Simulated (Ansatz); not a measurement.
The relaxed structure here is a generated cell of V: the first start was made by placing the elements on the sites of a structure type, and the end was not matched to a known phase here, so it may be hypothetical. Known forms of V include space group No. 229.

One stationary structure of V. Space group P6₃/mmc (No. 194), AFLOW prototype A_hP4_194_ac (A3', as in La). Level of theory: PBEsol (plane waves to 420 eV, PAW, scalar-relativistic; Ansatz, a program for electronic structure).

```cif
data_V4
_chemical_formula_sum 'V4'
_space_group_name_H-M_alt 'P 1'
_space_group_IT_number 1
_cell_length_a 2.59273
_cell_length_b 2.59273
_cell_length_c 9.16097
_cell_angle_alpha 90.000
_cell_angle_beta 90.000
_cell_angle_gamma 120.000
loop_
_space_group_symop_operation_xyz
  'x, y, z'
loop_
_atom_site_label
_atom_site_type_symbol
_atom_site_fract_x
_atom_site_fract_y
_atom_site_fract_z
_atom_site_occupancy
V1 V 0.00000 0.00000 0.00000 1
V2 V 0.00000 0.00000 0.50000 1
V3 V 0.33333 0.66667 0.25000 1
V4 V 0.66667 0.33333 0.75000 1
```

Estimate the magnetic moment that PBEsol returns for this input.

Zero (the starting moments vanished).

No spin polarisation in the result: the starting moments vanished.

The run could not lower the symmetry of its start; a shaken copy of this end point relaxes with PBEsol to Im-3m (No. 229), 0.25 eV/atom lower.
